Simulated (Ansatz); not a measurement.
A geometry of Be away from equilibrium: step 2 of the relaxation of a relaxed Be cell, doubled along one cell vector, shaken by Gaussian noise of σ = 0.08 Å a coordinate. These are PBEsol (plane waves to 420 eV, PAW, scalar-relativistic; Ansatz, a first-principles code) values and carry that method's errors. Γ-centred k-mesh 9×17×11 on the run's cell (coarser than for final values), Fermi–Dirac smearing 0.05 eV. The plane waves were selected for a different cell earlier on the path.

```
Be
1.0
   -4.15838     4.24212     2.21033
    2.01588    -2.11889     0.97488
    2.09394     2.13364    -1.10085
Be
4
Direct
  0.37158   0.23834   0.52917
  0.88031   0.22319   0.51093
  0.04900   0.09024   0.04566
  0.52828   0.05774   0.03811
```

### Question
Give the Cartesian forces on all atoms (eV/Å).

### Answer
```
atom     Fx     Fy     Fz
----  -----  -----  -----
Be1   -0.10   0.17   0.12
Be2    0.10  -0.06  -0.39
Be3   -0.32  -0.16  -0.49
Be4    0.33   0.05   0.76
```

The path ends in Fm-3m (No. 225) (fcc (Cu type)). No spin polarisation in the result.

The end of the path is a generated cell of Be: the first start was made by placing the elements on the sites of a structure type, and the end was not matched to a known phase here, so it may be hypothetical. Known forms of Be include space group No. 194.
